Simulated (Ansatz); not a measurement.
Data:

SiC:
```yaml
crystal:
  lattice:
    - [0.00000, 2.17839, 2.17839]
    - [2.17839, 0.00000, 2.17839]
    - [2.17839, 2.17839, 0.00000]
  atoms:
    - { symbol: C, position: [0.75000, 0.75000, 0.75000] }
    - { symbol: Si, position: [0.00000, 0.00000, 0.00000] }
```

This is the PBEsol-relaxed structure.

Q: All from PBEsol in the plane-wave PAW code Ansatz, unless another level is named. Predict the hole effective mass, band 2 of 3 at the edge.

A: 0.59 along [100], 0.59 along [110], 1.6 along [111] (mₑ).

Q: And the HSE06 gap on the PBEsol cell?

A: 2.23 eV.

Q: And the valence-band maximum?

A: at Γ.

Q: Give the weight of the conduction-edge state by species (Voronoi cells).

A: Si 64 %, C 36 %.

Space group F-43m (zinc blende). The PBEsol relaxation kept the symmetry of its start.

Potentials: the later of the program's two PAW sets.
